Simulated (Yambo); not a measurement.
G0W0@PBEsol for Sr$_{2}$H$_{3}$I (space group P-3m1, No. 164) in Yambo. Reference settings: 3×3×2 Γ-centred k mesh, 214 bands and a 8 Ry block in the screening, 214 bands in G with the Bruneval-Gonze terminator, plasmon pole fitted at 27.2 eV. The PBEsol gap A → K on this mesh is 1.99 eV; G0W0 gaps are taken between the same points.

With and without the terminator, as bands are cut:

| bands in G (in W) | gap, terminator (eV) | gap, none (eV) | valence shift, terminator (eV) | valence shift, none (eV) |
|---|---|---|---|---|
| 43 (43) | 3.670 | 3.670 | -0.517 | -0.203 |
| 74 (74) | 3.655 | 3.659 | -0.809 | -0.601 |
| 113 (113) | 3.682 | 3.694 | -0.982 | -0.846 |
| 163 (163) | 3.704 | 3.718 | -1.082 | -0.997 |
| 214 (214) | 3.716 | 3.730 | -1.132 | -1.075 |

Over this range the gap spans 0.061 eV with the terminator and 0.071 eV without, the valence shift 0.615 eV and 0.872 eV. Neither column has reached its limit for certain.

Spin-orbit coupling is not included.

Geometry of the Materials Project entry, not relaxed at this level; primitive cell a = 4.243 Å, b = 4.243 Å, c = 7.683 Å, α = 90.00°, β = 90.00°, γ = 120.00°.

The structure is a Materials Project entry; no match was found in the copy of COD used, and its stability was not checked.

A shift is the quasiparticle energy of the state minus its PBEsol energy.
